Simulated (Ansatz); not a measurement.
Ni$_{2}$P (space group P-62m)

```xyz
9
Lattice="5.8048 0.0000 0.0000 -2.9024 5.0271 0.0000 0.0000 0.0000 3.3184" Properties=species:S:1:pos:R:3 pbc="T T T"
Ni     3.4848     0.0000     1.6592
Ni     1.1600     2.0092     1.6592
Ni    -1.7424     3.0179     1.6592
Ni     2.1495     3.7230     0.0000
Ni    -0.7529     1.3040     0.0000
Ni     1.5058     0.0000     0.0000
P      0.0000     3.3514     0.0000
P      2.9024     1.6757     0.0000
P      0.0000     0.0000     1.6592
```

Equation-of-state scan: isotropic scaling of the cell above, V₀ being its volume. The atoms relax within the cell's symmetry.

Calculation: PBEsol (plane waves to 420 eV, PAW, scalar-relativistic; Ansatz, a first-principles code). k mesh 9×9×14 (Γ-centred), Fermi-Dirac smearing 0.05 eV. E stands for the smeared free energy. Stress and pressure are positive under compression. Ni2P is run without spin polarisation. Ni2P was relaxed with its symmetry unable to fall. The zero of ΔE is the relaxed starting cell.

Problem. What ΔE (kJ/mol of atoms) and P (GPa) does the calculation give at V/V₀ = 0.900, 0.920, 0.940, 0.960, 0.980, 1.020, 1.040, 1.080?

Solution. 
```json
[
 {"V/V₀": "0.900", "ΔE (kJ/mol of atoms)": "8.8", "P (GPa)": "30.1"},
 {"V/V₀": "0.920", "ΔE (kJ/mol of atoms)": "5.4", "P (GPa)": "22.6"},
 {"V/V₀": "0.940", "ΔE (kJ/mol of atoms)": "2.9", "P (GPa)": "15.9"},
 {"V/V₀": "0.960", "ΔE (kJ/mol of atoms)": "1.2", "P (GPa)": "10.0"},
 {"V/V₀": "0.980", "ΔE (kJ/mol of atoms)": "0.3", "P (GPa)": "4.7"},
 {"V/V₀": "1.020", "ΔE (kJ/mol of atoms)": "0.3", "P (GPa)": "-4.2"},
 {"V/V₀": "1.040", "ΔE (kJ/mol of atoms)": "1.1", "P (GPa)": "-7.8"},
 {"V/V₀": "1.080", "ΔE (kJ/mol of atoms)": "3.9", "P (GPa)": "-14.0"}
]
```

(A scan under strain: stresses follow from slopes of the energy per volume, elastic moduli from its curvatures.)
